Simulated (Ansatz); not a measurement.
Input:

SiC (zinc blende)

```
CELL_PARAMETERS angstrom
      0.00000     2.18988     2.18988
      2.18988     0.00000     2.18988
      2.18988     2.18988     0.00000
ATOMIC_POSITIONS crystal
  C  0.75000 0.75000 0.75000
  Si 0.00000 0.00000 0.00000
```

The atoms are displaced by Q × the pattern below (from a DFPT mode at Γ, largest move 1; Q in Å), at fixed cell. It is one choice among 3 degenerate patterns.

```json
[
 {"atom": "C1", "x": "0.000", "y": "0.000", "z": "-1.000"},
 {"atom": "Si2", "x": "0.000", "y": "0.000", "z": "0.428"}
]
```

Calculation: PBE (plane waves to 420 eV, PAW, scalar-relativistic; Ansatz, a program for electronic structure). k mesh 13×13×13 (Γ-centred), Fermi-Dirac smearing 0.05 eV. The energy includes the smearing's −TS. SiC was relaxed with its symmetry unable to fall. ΔE is measured from the undisplaced structure.

The scan covers Q from -0.280 to 0.280 Å in 13 points.

Q: Is the energy the same for equal positive and negative displacements?

A: Even: the same for both signs.

Q: Which space group does the distorted structure have?

A: Imm2 (No. 44), lowered from F-43m.

Q: Is this a single well or a double well?

A: A single well with its minimum at or next to zero displacement.

Q: What is the energy change at Q = 0.280 Å?

A: 1338 meV/cell.

Q: What harmonic wavenumber does the curvature at Q = 0 give?

A: 775 cm⁻¹.

(A displaced cell: forces are minus the slopes of the energy, force constants its curvatures, and phonons follow from these.)
